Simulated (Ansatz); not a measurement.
Input for Ansatz (plane-wave DFT, PAW):

```yaml
crystal:
  lattice:
    - [0.0, 2.7623960552, 2.7623960552]
    - [2.7623960552, 0.0, 2.7623960552]
    - [2.7623960552, 2.7623960552, 0.0]
  atoms:
    - { symbol: Ca, position: [0.0, 0.0, 0.0] }
basis:
  ecutwfc: 420
kpoints:
  mp_grid: { grid: [14, 14, 14] }
hamiltonian:
  xc: pbe
  dispersion: d3bj
scf:
  occupations: { method: gaussian, width: 0.1 }
output:
  forces: true
  stress: true
  eigenvalues: true
relax:
  adjacent_minimum: "off"
  f_tol: 0.005
  max_steps: 50
  cell: { stress_tol: 0.05 }
```

Command:
```bash
ansatz run input.yaml --threads 1 --pin off --max-ram 2560MiB --backend cpu --events-out ev --progress --plain --runs-dir out
```

Theory: DFT PBE+D3(BJ), scalar-relativistic, plane waves, PAW in Ansatz 0.2.0.

From the run's log, abridged:

```
Pseudopotentials: kind: paw
Pseudopotential: Ca, paw, valence charge 10, recommended cutoff 420 eV (normal)
Functional definition: PBE
Crystal: 1 atom, lattice volume = 42.159 Å³
Basis set: ecut = 420 eV, 869 PW (Γ), exchange–correlation on 54×54×54 points (8 copies of the dense FFT grid, shifted against one another)
Bands: 9, of which v1, the nominal top of the filled ones, is band 5 counted from 1 (4 counted from 0)
Symmetry: 48 space group operations
Space group: Fm-3m (ITA 225), of the structure as read, at distance tolerance 3.5e-5 Å
k-points: 104 of 2744
Initial density: superposition of atomic densities (neutral atoms: chi_scale 0, normalization atom), corrected by the library's trained network
Initial wavefunctions: pseudopotential atomic-orbital guess
Functional: x = pbe(κ = 0.804, μ = 0.21951497), c = pbe(β = 0.06672455)
SCF iter   1: F=—  HF=-1817.093636 eV  |F-HF|=—  |Δ(HF+E_count)|=         —  Δρ=8.16e-4  dr2=3.24e-4  ethr=1.77e-3  ⟨swp⟩=5.7  Hψ=7550  notcnv=0
SCF iter   2: F=—  HF=-1817.093748 eV  |F-HF|=—  |Δ(HF+E_count)|=   1.12e-4  Δρ=4.90e-4  dr2=1.16e-4  ethr=3.24e-6  ⟨swp⟩=2.4  Hψ=2265  notcnv=0
SCF iter   3: F=—  HF=-1817.093812 eV  |F-HF|=—  |Δ(HF+E_count)|=   6.42e-5  Δρ=1.39e-4  dr2=1.41e-5  ethr=1.16e-6  ⟨swp⟩=2.0  Hψ=1044  notcnv=0
SCF iter   4: F=—  HF=-1817.093807 eV  |F-HF|=—  |Δ(HF+E_count)|=   4.88e-6  Δρ=4.71e-5  dr2=1.00e-6  ethr=1.41e-7  ⟨swp⟩=2.5  Hψ=1441  notcnv=0
SCF iter   5: F=—  HF=-1817.093808 eV  |F-HF|=—  |Δ(HF+E_count)|=   3.60e-7  Δρ=1.54e-5  dr2=1.97e-7  ethr=1.00e-8  ⟨swp⟩=2.0  Hψ=1468  notcnv=0
SCF iter   6: F=-1817.093808 eV  HF=-1817.093808 eV  |F-HF|=1.63e-8  |Δ(HF+E_count)|=   7.79e-8  Δρ=5.23e-6  dr2=2.18e-8  ethr=1.00e-9  ⟨swp⟩=4.8  Hψ=4520  notcnv=0
SCF 1 converged in 6 iterations: F = -1817.093808 eV  dr2 = 2.18e-8
relax step   1: F+E_penalty+E_count = -1817.09380751 eV  Δ(F+E_penalty+E_count) = +0.000e0 eV  max|allowed force component| = 0.000e0 eV/Å  Δτ_max = 0.0000 Å  P = -0.833 GPa  Ω = 42.159 Å³  (6 SCF iters, dr2 threshold 1.00e-7 eV, accepted)
Crystal: 1 atom, lattice volume = 41.272 Å³
Initial density: handed on by an earlier stage of this run
Initial wavefunctions: those handed on with the density
SCF iter   1: F=—  HF=-1817.097517 eV  |F-HF|=—  |Δ(HF+E_count)|=         —  Δρ=2.92e-4  dr2=5.09e-5  ethr=5.05e-7  ⟨swp⟩=2.1  Hψ=8025  notcnv=0
SCF iter   2: F=—  HF=-1817.097516 eV  |F-HF|=—  |Δ(HF+E_count)|=   1.36e-6  Δρ=1.56e-4  dr2=1.07e-5  ethr=5.05e-7  ⟨swp⟩=2.1  Hψ=1260  notcnv=0
SCF iter   3: F=—  HF=-1817.097518 eV  |F-HF|=—  |Δ(HF+E_count)|=   1.87e-6  Δρ=2.55e-5  dr2=3.12e-7  ethr=1.07e-7  ⟨swp⟩=1.0  Hψ=936  notcnv=0
SCF iter   4: F=-1817.097518 eV  HF=-1817.097518 eV  |F-HF|=1.12e-10  |Δ(HF+E_count)|=   3.83e-8  Δρ=4.91e-6  dr2=2.67e-9  ethr=1.00e-9  ⟨swp⟩=5.0  Hψ=5198  notcnv=0
SCF 2 converged in 4 iterations: F = -1817.097518 eV  dr2 = 2.67e-9
relax step   2: F+E_penalty+E_count = -1817.09751796 eV  Δ(F+E_penalty+E_count) = -3.710e-3 eV  max|allowed force component| = 0.000e0 eV/Å  Δτ_max = 0.0000 Å  P = -0.489 GPa  Ω = 41.272 Å³  energy of the carried Pulay correction = +3.529e-5 eV  (4 SCF iters, dr2 threshold 1.00e-7 eV, accepted)
Crystal: 1 atom, lattice volume = 40.075 Å³
Basis set: ecut = 420 eV, 749 PW (Γ), exchange–correlation on 54×54×54 points (8 copies of the dense FFT grid, shifted against one another)
SCF iter   1: F=—  HF=-1817.099324 eV  |F-HF|=—  |Δ(HF+E_count)|=         —  Δρ=4.16e-4  dr2=9.65e-5  ethr=9.36e-7  ⟨swp⟩=2.2  Hψ=8086  notcnv=0
SCF iter   2: F=—  HF=-1817.099323 eV  |F-HF|=—  |Δ(HF+E_count)|=   1.70e-6  Δρ=2.23e-4  dr2=2.10e-5  ethr=9.36e-7  ⟨swp⟩=2.0  Hψ=1239  notcnv=0
SCF iter   3: F=—  HF=-1817.099327 eV  |F-HF|=—  |Δ(HF+E_count)|=   3.94e-6  Δρ=3.64e-5  dr2=5.88e-7  ethr=2.10e-7  ⟨swp⟩=1.0  Hψ=936  notcnv=0
SCF iter   4: F=-1817.099327 eV  HF=-1817.099327 eV  |F-HF|=2.04e-10  |Δ(HF+E_count)|=   1.85e-8  Δρ=6.80e-6  dr2=4.71e-9  ethr=1.00e-9  ⟨swp⟩=5.1  Hψ=5247  notcnv=0
SCF 3 converged in 4 iterations: F = -1817.099327 eV  dr2 = 4.71e-9
relax step   3: F+E_penalty+E_count = -1817.09932663 eV  Δ(F+E_penalty+E_count) = -1.809e-3 eV  max|allowed force component| = 0.000e0 eV/Å  Δτ_max = 0.0000 Å  P = +0.028 GPa  Ω = 40.075 Å³  energy of the carried Pulay correction = +8.408e-5 eV  (4 SCF iters, dr2 threshold 1.00e-7 eV, accepted)
Initial wavefunctions: pseudopotential atomic-orbital guess (no wavefunctions were taken with the density)
SCF iter   1: F=—  HF=-1817.099243 eV  |F-HF|=—  |Δ(HF+E_count)|=         —  Δρ=5.51e-5  dr2=1.65e-7  ethr=2.54e-8  ⟨swp⟩=3.2  Hψ=10585  notcnv=0
SCF iter   2: F=—  HF=-1817.099246 eV  |F-HF|=—  |Δ(HF+E_count)|=   2.14e-6  Δρ=2.64e-5  dr2=3.54e-8  ethr=1.65e-9  ⟨swp⟩=1.0  Hψ=943  notcnv=0
SCF iter   3: F=—  HF=-1817.099246 eV  |F-HF|=—  |Δ(HF+E_count)|=   1.44e-8  Δρ=1.31e-6  dr2=2.74e-10  ethr=3.54e-10  ⟨swp⟩=1.6  Hψ=1209  notcnv=0
SCF iter   4: F=-1817.099246 eV  HF=-1817.099246 eV  |F-HF|=5.68e-12  |Δ(HF+E_count)|=  7.46e-11  Δρ=2.56e-7  dr2=5.64e-12  ethr=1.00e-12  ⟨swp⟩=3.9  Hψ=3923  notcnv=0
SCF 4 converged in 4 iterations: F = -1817.099246 eV  dr2 = 5.64e-12
SCF converged after 4 iterations
Free energy (F): -1817.099246 eV
Harris-Foulkes:  -1817.099246 eV  (|F-HF|=5.68e-12)
Internal energy: -1817.092217 eV  (E = F + TS)
E sigma→0 (E₀):  -1817.095731 eV
Entropy (-TS):   -0.007028 eV (-7.028 meV/atom)
Fermi energy:    5.305575 eV
--- Per-component energies (eV) ---
  E_band       = -170.684388
  E_kinetic    = 276.044889
  E_local      = -832.864533  (includes V_loc(G=0)·N_el)
  E_nonlocal   = 63.734790
  E_hartree    = 278.286181
  E_xc         = -136.108329
  E_vxc        = -169.671431  (∫ρ·V_xc dr)
  E_paw        = -858.272157  (= ΣΔE_a)
  E_vpaw       = -64.500496  (= ΣTr[D̂ρ^β])
  E_aug_tail   = -0.000006  (compensation charges beyond the density's cutoff)
  E_ewald      = -607.671448
  E_disp       = -0.241604  (pairwise vdW)
  E_smearing   = -0.007028  (= −TS)
--- Forces (eV/Å), atoms counted from 1 ---
  atom   1  Ca     0.00000000     0.00000000     0.00000000
--- Stress (GPa, compression-positive) ---
        0.027228       0.000000       0.000000
        0.000000       0.027228       0.000000
        0.000000       0.000000       0.027228
  P = ⅓ Tr σ = 0.0272 GPa (0.272 kbar)
--- Band table (eV; the first three rows and the last of 104) ---
  k-point 0: bands = ["-36.5972", "-17.5062", "-17.5062", "-17.5062", "1.1994", "7.7161", "7.7161", "7.7161", "8.8504"]
  k-point 1: bands = ["-36.5963", "-17.5146", "-17.5074", "-17.5074", "1.2905", "7.6156", "7.7517", "7.7517", "8.8185"]
  k-point 2: bands = ["-36.5939", "-17.5381", "-17.5105", "-17.5105", "1.5590", "7.3457", "7.8326", "7.8326", "8.7606"]
  k-point 103: bands = ["-36.5742", "-17.6256", "-17.6043", "-17.5683", "5.4323", "5.9818", "6.0893", "8.0827", "9.7765"]
--- Relaxed structure (3 steps of the walk, 3 accepted, 1 SCFs on fresh bases) ---
  F+E_penalty+E_count = -1817.09924553 eV   max|allowed force component| = 0.000e0 eV/Å   (the final SCF, on the basis selected at the relaxed cell)
  cell:  # Å, volume = 40.0754 Å³
    - [0.0, 2.71612187, 2.71612187]
    - [2.71612187, 0.0, 2.71612187]
    - [2.71612187, 2.71612187, 0.0]
  atoms:
    - { symbol: Ca, position: [0.0, 0.0, 0.0] }
```

The relaxation met its thresholds.

The run took 10 s on 1 thread of Arm Neoverse V1 (shared host), peak memory 0.33 GiB.